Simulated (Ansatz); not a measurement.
Data:

Be:
```xyz
2
Lattice="2.2551 0.0000 0.0000 -1.1275 1.9529 0.0000 0.0000 0.0000 3.5583" Properties=species:S:1:pos:R:3 pbc="T T T"
Be     0.0000     1.3020     2.6688
Be     1.1275     0.6510     0.8896
```

This is the PBEsol-relaxed structure. x, y and z are the axes in which the lattice vectors are written.

All from DFT-PBEsol in the program Ansatz with PAW potentials, unless another level is named. Estimate the bulk modulus (Birch–Murnaghan fit).

124 GPa.

What about the elastic constants (relaxed ions, GPa)?

C11 = 320, C12 = 27.3, C13 = 10.0, C33 = 385, C44 = 168.

Space group P6_3/mmc (hcp (Mg type)). Symmetry was held in the PBEsol relaxation. As this level gives no gap, shear constants depend on the k-mesh and smearing (Fermi–Dirac, 0.1 eV here).

Potentials: the later of the program's two PAW sets.
